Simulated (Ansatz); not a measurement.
Clean, relaxed (100) surface of Rh, space group Fm-3m (No. 225) (top face towards +c; atoms held fixed, by place in the list: 1, 2):

```yaml
crystal:
  lattice:
    - [2.67286, 0.00000, 0.00000]
    - [0.00000, 2.67286, 0.00000]
    - [0.00000, 0.00000, 22.66999]
  atoms:
    - { symbol: Rh, position: [0.50000, 0.50000, 0.37495] }
    - { symbol: Rh, position: [0.00000, 0.00000, 0.45832] }
    - { symbol: Rh, position: [0.50000, 0.50000, 0.54191] }
    - { symbol: Rh, position: [0.00000, 0.00000, 0.62202] }
```

Level of theory: DFT PBEsol, scalar-relativistic, plane waves, PAW in Ansatz 0.2.0. Settings: cutoff 420 eV, Γ-centred mesh 11×11×1 on the computed 4-atom cell, Gaussian smearing of 0.10 eV; no spin polarisation. The cell repeats along c with a dipole correction in the vacuum.

The adsorption energy is E(slab + adsorbate) − E(slab) − E(free adsorbate, spin-polarised where open-shell). With the adsorbate the cell is lengthened along c to keep the vacuum.

(1) OH is put at the hollow (over Rh) at (0.50, 0.50) site, one adsorbate per 7.1 Å². What structure does it relax to?

Each end is the local minimum or symmetric point that its start leads to. The slab is only 5.7 Å thick, so the energies aren't converged with thickness.

Spin polarisation was left out, and a magnetic state may lie lower.

Results:

(1) E_ads = -3.51 eV. Contacts: O–Rh 2.05 Å. Bonds within the adsorbate: O–H 1.00 Å.

```xyz
6
Lattice="2.6729 0.0000 0.0000 0.0000 2.6729 0.0000 0.0000 0.0000 25.5500" Properties=species:S:1:pos:R:3 pbc="T T T"
Rh    1.3364    1.3364    8.5000
Rh    0.0000    0.0000   10.3900
Rh    1.3364    1.3321   12.2634
Rh   -0.0001   -0.0050   14.1705
O     1.3364    0.0002   15.7273
H     1.3365   -0.9294   16.0888
```